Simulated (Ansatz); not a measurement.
MgTe in space group P4_2/mmc (No. 131; Mg on 2c, Te on 2e) under volume change, PBE in the plane-wave PAW code Ansatz, shape and atoms relaxed at each volume.

| V (Å³/atom) | E − E(relaxed) (meV/atom) | P (GPa) |
|---|---|---|
| 32.338 | 29.9 | 3.23 |
| 33.404 | 12.6 | 1.99 |
| 34.470 | 3.0 | 0.92 |
| 35.537 | 0.0 | 0.00 |
| 36.603 | 2.7 | -0.79 |
| 37.669 | 10.3 | -1.48 |
| 38.735 | 22.1 | -2.06 |

Question: What does a third-order Birch–Murnaghan fit give for V₀, B₀ and B′?

Answer: V₀ = 35.54 Å³/atom, B₀ = 28.4 GPa, B′ = 4.0.

The cell is a constructed one: a structure type filled with these elements; neither database checked (COD, Materials Project) lists it. COD files the formula under space group No. 186, so this cell is another polymorph or a model. Its standing as an ambient phase is unchecked. The PBE relaxation kept the symmetry of its start; its stability against distortions is not shown here. Scalar-relativistic: spin–orbit coupling is off unless named, which matters more the heavier the elements.

Potentials: the later of the program's two PAW sets.
